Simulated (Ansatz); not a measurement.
## Relativity in SnSe

```
Sn Se
1.0
     0.00000    3.01043    3.01043
     3.01043    0.00000    3.01043
     3.01043    3.01043    0.00000
Sn Se
1 1
Direct
  0.00000 0.00000 0.00000
  0.50000 0.50000 0.50000
```

Atom numbers follow the list: Sn1, Se2.

Structure from Materials Project entry mp-2693 (possibly hypothetical), not relaxed further.

One fixed cell is solved with PBEsol by PAW (frozen-core files) in Ansatz 0.2.0 under different relativistic treatments. Pressure is positive in compression.

Settings: a Γ-centred 11×11×11 k mesh, Fermi–Dirac smearing of 0.05 eV, cutoff 420 eV, no spin polarisation; the PAW files were made with PBE, and the program remakes their frozen cores for this functional.

```json
{"setting": "scalar-relativistic", "P (GPa)": "-1.82", "gap over the k mesh and a high-symmetry path (eV)": "none", "lowest level at Γ above −25 eV, from the valence-band top or, without a gap, the Fermi level (eV)": "-21.68"}
{"setting": "with spin–orbit coupling", "P (GPa)": "-1.88", "gap over the k mesh and a high-symmetry path (eV)": "0.42", "lowest level at Γ above −25 eV, from the valence-band top or, without a gap, the Fermi level (eV)": "-22.05"}
```
